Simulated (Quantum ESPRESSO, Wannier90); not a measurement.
GeSe (rock salt), plane waves to Wannier functions

```
CELL_PARAMETERS angstrom
      0.00000     2.80845     2.80845
      2.80845     0.00000     2.80845
      2.80845     2.80845     0.00000
ATOMIC_POSITIONS crystal
  Ge 0.00000 0.00000 0.00000
  Se 0.50000 0.50000 0.50000
```

Materials Project entry mp-10759; symmetrised, unrelaxed at this level. Not found in the COD (Crystallography Open Database) copy used, which has the formula in other groups; not checked further. Method: PBEsol plane waves in Quantum ESPRESSO 7.5 (PseudoDojo norm-conserving files, 69 Ry, spinors with spin-orbit coupling), Bloch states on a 8×8×8 mesh through Γ, Wannier90 4.0.1. Density: 10×10×10 mesh, Gaussian smearing 0.01 Ry. The gap is small at this level and was sampled on the meshes and a path alone.

Energies are relative to the valence-band maximum.

**Bands.** A Kohn-Sham gap of 0.16 eV opens above band 30. 6 filled groups are cut off by gaps; the highest, bands 23–30, spans -9.48 to 0.00 eV and is Se 4p 53 %, Ge 4s 22 %, Ge 4p 21 %.

**Model.** 16 functions (Ge sp, Se sp) from bands 21-50, frozen to 1.66 eV, reach Ω_I = 19.06 Å² and follow pw.x to 3.3 meV rms (states up to 1.2 eV relative to the valence-band maximum).

**Frozen window.** Edge, Ω_I and misfit go -1.3 eV, 17.54 Å², 75 meV; -0.3 eV, 17.86 Å², 54 meV; 0.7 eV, 17.96 Å², 34 meV; 1.7 eV, 19.06 Å², 3.3 meV. Ω_I never falls as the edge rises, since each frozen state takes freedom from the choice of the smoothest subspace. The edges under the compared range leave its upper states unfrozen, and their misfit is the largest.

**No window.** Without a frozen window Ω_I drops to 15.51 Å² while the misfit grows to 315 meV: a small spread is no proof of good bands.

**Outer window.** The setting "only the lowest 18 of the kept bands" raises Ω_I to 22.61 Å², as fewer states are left to mix in, and the misfit goes to 1.5 meV.

**Stops.** With the frozen window to 5.21 eV the program stops (More states in the frozen window than target WFs). With the outer window to 4.98 eV the program stops (Energy window contains fewer states than number of target WFs).
